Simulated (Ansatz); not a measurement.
Input and command of a plane-wave DFT calculation in Ansatz:

```yaml
crystal:
  lattice:
    - [2.11, -2.11, 0.0]
    - [2.11, 0.0, -2.11]
    - [11.0380762114, 11.0380762114, 11.0380762114]
  atoms:
    - { symbol: Ta, position: [0.6666666667, 0.6666666667, 0.0637060891] }
    - { symbol: Ta, position: [0.0, 0.0, 0.7008944178] }
    - { symbol: Ta, position: [0.3333333333, 0.3333333333, 0.1911437548] }
    - { symbol: Ta, position: [0.6666666667, 0.6666666667, 0.4460190863] }
    - { symbol: Ta, position: [0.0, 0.0, 0.3185814206] }
    - { symbol: Ta, position: [0.3333333333, 0.3333333333, 0.5734567521] }
basis:
  ecutwfc: 420
kpoints:
  mp_grid: { grid: [18, 18, 4] }
hamiltonian:
  xc: pbesol
scf:
  occupations: { method: gaussian, width: 0.15 }
output:
  forces: true
  stress: true
  eigenvalues: true
```

```bash
ansatz run input.yaml --threads 2 --pin off --max-ram 5120MiB --backend cpu --events-out ev --progress --plain --runs-dir out
```

Processor: Intel(R) Xeon(R) 6975P-C (Granite Rapids), 2 threads, on a host shared with other jobs.

**Question.** Estimate time, memory and problem size.

**Answer.** About 14 s on 2 threads of Intel(R) Xeon(R) 6975P-C (Granite Rapids), with other jobs on the host, peak memory 0.9 GiB. It solves 47 bands at 138 k points (the mesh reduced by symmetry) with about 2823 plane waves, in 8 SCF iterations.
